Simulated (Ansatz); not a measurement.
All numbers below come from Ansatz 0.2.0, DFT PBE, scalar-relativistic, plane waves, PAW. Several structures of Ti2Cl from a search were relaxed, and the powder pattern of one of them was computed from 10° to 70° in 2θ (λ = 1.5406 Å).

Cu Kα1 powder pattern (kinematic, no thermal factors).
```csv
2θ (°),relative intensity
12.31,39
18.52,7
31.11,1
35.60,100
37.54,7
38.34,22
41.92,45
44.10,14
46.19,28
51.02,5
56.34,3
57.72,1
59.44,23
59.82,2
60.96,3
62.10,4
68.27,9
```

Question: Which structure gives it?
A. Space group P-3m1 (No. 164), trigonal, a = 3.107 Å, c = 14.363 Å. Around Ti on its first site lie 3 Cl at 2.45 Å, 3 Ti at 2.84 Å and 6 Ti at 3.11 Å; around Ti on its second site lie 12 Ti at 2.84–3.11 Å; around Cl lie 3 Ti at 2.45 Å and 6 Cl at 3.11 Å.
B. Space group R-3m (No. 166), trigonal, a = 3.125 Å, c = 42.591 Å. Around Ti on its first site lie 3 Cl at 2.45 Å, 3 Ti at 2.83 Å and 6 Ti at 3.13 Å; around Ti on its second site lie 6 Ti at 2.83–2.88 Å and 6 Ti at 3.13 Å; Cl is surrounded by 3 Ti at 2.45 Å.
C. Space group P6_3/mmc (No. 194), hexagonal, a = 3.153 Å, c = 11.617 Å. Ti has 3 Cl at 2.62 Å, 3 Ti at 2.73 Å and 6 Ti at 3.15 Å; around Cl lie 6 Ti at 2.62 Å and 6 Cl at 3.15 Å.

Answer: A. Its strongest line, at 2θ = 35.60°, has d = λ/(2 sin θ) = 2.520 Å and is the (1 0 2) reflection of the conventional P-3m1 cell with a = 3.107 Å, c = 14.363 Å. The others have their strongest lines at 39.4° (R-3m); 40.4° (P6_3/mmc). In energy it lies 26 meV/atom above the lowest of those shown.

These are computed cells and needn't be stable.
